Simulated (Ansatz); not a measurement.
CuCl:
```cif
data_Cl4Cu4
_chemical_formula_sum 'Cu4 Cl4'
_space_group_name_H-M_alt 'F-43m'
_space_group_IT_number 216
_space_group_name_Hall 'F -4 2 3'
_cell_length_a 5.20776
_cell_length_b 5.20776
_cell_length_c 5.20776
_cell_angle_alpha 90.000
_cell_angle_beta 90.000
_cell_angle_gamma 90.000
loop_
_atom_site_label
_atom_site_type_symbol
_atom_site_symmetry_multiplicity
_atom_site_Wyckoff_symbol
_atom_site_fract_x
_atom_site_fract_y
_atom_site_fract_z
_atom_site_occupancy
Cu1 Cu 4 a 0.00000 0.00000 0.00000 1
Cl1 Cl 4 c 0.25000 0.25000 0.25000 1
```
(The calculation used a cell of 2 atoms; values per cell refer to that cell.)

This is the LDA-relaxed structure.

### Question
All from LDA (plane waves, PAW; program Ansatz), unless another level is named. Estimate the hole effective mass, band 3 of 3 at the edge.

### Answer
0.33 along [100], 0.27 along [110], 0.26 along [111] (mₑ).

### Question
Give the weight of the valence-edge state by species (Voronoi cells).

### Answer
Cu 72 %, Cl 28 %.

### Question
Give the valence-band maximum.

### Answer
at Γ.

The cell was relaxed with LDA under the symmetry of its start; phonons on a q-mesh show no instability. The run is not spin-polarised.

Potentials: the later of the program's two PAW sets.

Edges and masses are those of Kohn–Sham bands, whose gap is no quasiparticle gap.
